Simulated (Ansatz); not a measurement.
Anatase TiO2, relaxed with r2SCAN in the PAW code Ansatz. It is tetragonal, I4_1/amd (No. 141); conventional cell a = 3.778 Å, c = 9.583 Å, 11.40 Å³ an atom. Ti is surrounded by 6 O at 1.93–1.99 Å and 4 Ti at 3.05 Å; O is surrounded by 3 Ti at 1.93–1.99 Å.

The axes x, y and z are those of this cell:
```
CELL_PARAMETERS angstrom
-1.88890 1.88890 4.79172
1.88890 -1.88890 4.79172
1.88890 1.88890 -4.79172
ATOMIC_POSITIONS crystal
Ti 0.75000 0.25000 0.50000
Ti 0.00000 0.00000 0.00000
O 0.54271 0.04271 0.50000
O 0.79271 0.79271 0.00000
O 0.20729 0.20729 0.00000
O 0.95729 0.45729 0.50000
```

Unstrained: PBE gives an indirect gap of 2.146 eV, from Γ–X (0.88 of the way from Γ) to Γ; the least direct gap is 2.472 eV at Γ–M (0.60 of the way from Γ). r2SCAN gives an indirect gap of 2.527 eV, from Γ–X (0.88 of the way from Γ) to Γ; the least direct gap is 2.866 eV at Γ–M (0.60 of the way from Γ). The HSE06 gap is indirect, 3.638 eV (Γ–X (0.88 of the way from Γ) to Γ), below the direct gap of 3.993 eV at Γ–M (0.60 of the way from Γ). Meshes: PBE 10×10×10, r2SCAN 10×10×10, HSE06 6×6×6. Strains are changes of length per length. After each strain the atoms were relaxed again with r2SCAN within the symmetry that the strain leaves, so tilts or polar shifts that break it weren't tested; points keep the names that they have in the unstrained zone. The values are computed, spin-unpolarised, and not measurements.

Problem. Estimate what uniaxial -4.0 % along z, other directions held does to the gap.

Solution. PBE: the gap goes from 2.146 to 2.022 eV (-0.124 eV); the edges go from Γ–X (0.88) → Γ to Γ–X (0.91) → Γ. r2SCAN: the gap goes from 2.527 to 2.406 eV (-0.121 eV); the edges go from Γ–X (0.88) → Γ to Γ–X (0.91) → Γ. HSE06: the gap goes from 3.638 to 3.516 eV (-0.122 eV); the edges go from Γ–X (0.88) → Γ to Γ–X (0.91) → Γ. The r2SCAN energy rises by 12.3 meV an atom.

Problem. Estimate what uniaxial -3.0 % along z, other directions held does to the gap.

Solution. PBE: the gap goes from 2.146 to 2.056 eV (-0.090 eV); the edges go from Γ–X (0.88) → Γ to Γ–X (0.90) → Γ. r2SCAN: the gap goes from 2.527 to 2.439 eV (-0.088 eV); the edges go from Γ–X (0.88) → Γ to Γ–X (0.90) → Γ. HSE06: the gap goes from 3.638 to 3.550 eV (-0.088 eV); the edges go from Γ–X (0.88) → Γ to Γ–X (0.90) → Γ. The r2SCAN energy rises by 6.9 meV an atom.

Problem. Estimate what uniaxial +4.0 % along z, other directions held does to the gap.

Solution. PBE: the gap goes from 2.146 to 2.235 eV (+0.089 eV); the edges go from Γ–X (0.88) → Γ to Γ–X (0.83) → Γ. r2SCAN: the gap goes from 2.527 to 2.613 eV (+0.086 eV); the edges go from Γ–X (0.88) → Γ to Γ–X (0.83) → Γ. HSE06: the gap goes from 3.638 to 3.720 eV (+0.082 eV); the edges go from Γ–X (0.88) → Γ to Γ–X (0.83) → Γ. The r2SCAN energy rises by 11.6 meV an atom.

Problem. Estimate what uniaxial +2.0 % along z, other directions held does to the gap.

Solution. PBE: the gap goes from 2.146 to 2.196 eV (+0.050 eV); the edges go from Γ–X (0.88) → Γ to Γ–X (0.85) → Γ. r2SCAN: the gap goes from 2.527 to 2.575 eV (+0.048 eV); the edges go from Γ–X (0.88) → Γ to Γ–X (0.85) → Γ. HSE06: the gap goes from 3.638 to 3.685 eV (+0.047 eV); the edges go from Γ–X (0.88) → Γ to Γ–X (0.85) → Γ. The r2SCAN energy rises by 2.9 meV an atom.

Problem. Estimate what uniaxial -2.0 % along z, other directions held does to the gap.

Solution. PBE: the gap goes from 2.146 to 2.088 eV (-0.058 eV); the edges go from Γ–X (0.88) → Γ to Γ–X (0.89) → Γ. r2SCAN: the gap goes from 2.527 to 2.471 eV (-0.056 eV); the edges go from Γ–X (0.88) → Γ to Γ–X (0.89) → Γ. HSE06: the gap goes from 3.638 to 3.582 eV (-0.056 eV); the edges go from Γ–X (0.88) → Γ to Γ–X (0.89) → Γ. The r2SCAN energy rises by 3.0 meV an atom.

Problem. Apply uniaxial +3.0 % along z, other directions held. How far does the gap move, against the unstrained cell?

Solution. PBE: the gap goes from 2.146 to 2.217 eV (+0.071 eV); the edges go from Γ–X (0.88) → Γ to Γ–X (0.84) → Γ. r2SCAN: the gap goes from 2.527 to 2.595 eV (+0.068 eV); the edges go from Γ–X (0.88) → Γ to Γ–X (0.84) → Γ. HSE06: the gap goes from 3.638 to 3.704 eV (+0.066 eV); the edges go from Γ–X (0.88) → Γ to Γ–X (0.84) → Γ. The r2SCAN energy rises by 6.5 meV an atom.

Problem. Estimate what uniaxial +1.0 % along z, other directions held does to the gap.

Solution. PBE: the gap goes from 2.146 to 2.173 eV (+0.027 eV); the edges go from Γ–X (0.88) → Γ to Γ–X (0.86) → Γ. r2SCAN: the gap goes from 2.527 to 2.553 eV (+0.026 eV); the edges go from Γ–X (0.88) → Γ to Γ–X (0.86) → Γ. HSE06: the gap goes from 3.638 to 3.664 eV (+0.026 eV); the edges go from Γ–X (0.88) → Γ to Γ–X (0.86) → Γ. The r2SCAN energy rises by 0.7 meV an atom.

Problem. Estimate what uniaxial -1.0 % along z, other directions held does to the gap.

Solution. PBE: the gap goes from 2.146 to 2.119 eV (-0.027 eV). r2SCAN: the gap goes from 2.527 to 2.501 eV (-0.026 eV). HSE06: the gap goes from 3.638 to 3.612 eV (-0.026 eV). The r2SCAN energy rises by 0.8 meV an atom.

Where an edge lies off the special points, it is a point of the mesh or the k point where a search put PBE's edge or least direct gap, reused for the other functionals, whose own edges may lie a little apart.
